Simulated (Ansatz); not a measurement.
TaAs (CsCl type, space group No. 221) at seven volumes, the program Ansatz at the PBE level (PAW), scaled uniformly. One row is withheld.

```csv
V (Å³/atom),P (GPa)
15.127,20.75
15.625,12.68
16.124,5.83
16.623,0.00
17.121,-4.96
17.620,?
18.119,-12.74
```

Task: Fit the shown pressures and predict the withheld one.

Result: P = (3/2)B₀(x^(7/2) − x^(5/2))[1 + (3/4)(B′ − 4)(x − 1)] with x = (V₀/V)^(2/3). Least squares on the six rows gives V₀ = 16.623 Å³/atom, B₀ = 179 GPa, B′ = 4.41. At V = 17.620, x = 0.9619 and P = -9.17 GPa. The run itself gave -9.17 GPa.

Space group Pm-3m (CsCl type). The cell is a constructed one: a structure type filled with these elements; neither database checked (COD, Materials Project) lists it. It is not the phase usual at ambient conditions (space group No. 109). The cell was relaxed with PBE under the symmetry of its start; whether a distortion lowers the energy is not shown. The run is not spin-polarised. Spin–orbit coupling is left out wherever it is not named.

Potentials: the later of the program's two PAW sets.
